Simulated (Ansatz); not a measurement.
Input:

MoSe$_{2}$:
```
MoSe2
1.0
   -2.51191     2.51191     5.66517
    2.51191    -2.51191     5.66517
    2.51191     2.51191    -5.66517
Mo Se
2 4
Direct
  0.50000   0.50000   0.00000
  0.25000   0.75000   0.50000
  0.27636   0.27636   0.00000
  0.02636   0.52636   0.50000
  0.47364   0.97364   0.50000
  0.72364   0.72364   0.00000
```

This is the PBE-relaxed structure.

### Question
All from plane-wave PAW PBE (Ansatz code), unless another level is named. Give the electronic character.

### Answer
metallic (no gap).

### Question
Give the formation energy from the elements (no fitted shifts).

### Answer
-0.063 eV/atom.

### Question
What about the density of states at the Fermi level?

### Answer
0.74 states/eV per atom (mean over ±0.08 eV).

Space group I4_1/amd (anatase). The cell is a constructed one: a structure type filled with these elements; neither database checked (COD, Materials Project) lists it. It is not the phase usual at ambient conditions (space group No. 194). Symmetry was held in the PBE relaxation; whether a distortion lowers the energy is not shown. No spin polarisation was allowed. The references are the lowest solids computed at this level, not always the standard phases. Scalar-relativistic: spin–orbit coupling is off unless named, which matters more the heavier the elements.

Potentials: the later of the program's two PAW sets.
